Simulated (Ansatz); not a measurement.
# BaSi, first-principles data

BaSi:
```xyz
4
Lattice="2.4697 -5.9700 0.0000 2.4697 5.9700 0.0000 0.0000 0.0000 4.0747" Properties=species:S:1:pos:R:3 pbc="T T T"
Ba     2.4697    -4.2816     3.0560
Ba     2.4697     4.2816     1.0187
Si     2.4697    -0.6912     3.0560
Si     2.4697     0.6912     1.0187
```

Space group Cmcm (No. 63); conventional cell a = 4.9393 Å, b = 11.9400 Å, c = 4.0747 Å, α = β = γ = 90.00°.

Method: the program Ansatz at the PBEsol level (PAW). The cell and atoms are relaxed at this level. Other levels are named where they apply.

Cell and energy:

```json
{
  "volume_per_atom": "30.04 Å³",
  "density": "4.57 g/cm³",
  "Formation energy from the elements (no fitted shifts)": "-0.50 eV/atom"
}
```

Electronic structure:

```json
{
  "electronic_character": "metallic (no gap)",
  "Density of states at the Fermi level": "0.35 states/eV per atom (mean over ±0.08 eV)",
  "Gap with spin–orbit coupling": "none (metallic)"
}
```

Mechanics:

```json
{
 "Bulk modulus (Birch–Murnaghan fit)": "34.4 GPa",
 "Pressure derivative B′": "4.6"
}
```

Charges:

```json
{
  "bader_charges": "Ba +0.98, Si -0.98 e"
}
```

The workflow started from an entry of the Crystallography Open Database (COD). Whether it is the stable phase at ambient conditions was not checked. The PBEsol relaxation kept the symmetry of its start; its stability against distortions is not shown here. The references are the lowest solids computed at this level, not always the standard phases. Spin–orbit coupling is left out wherever it is not named.

Potentials: the later of the program's two PAW sets.
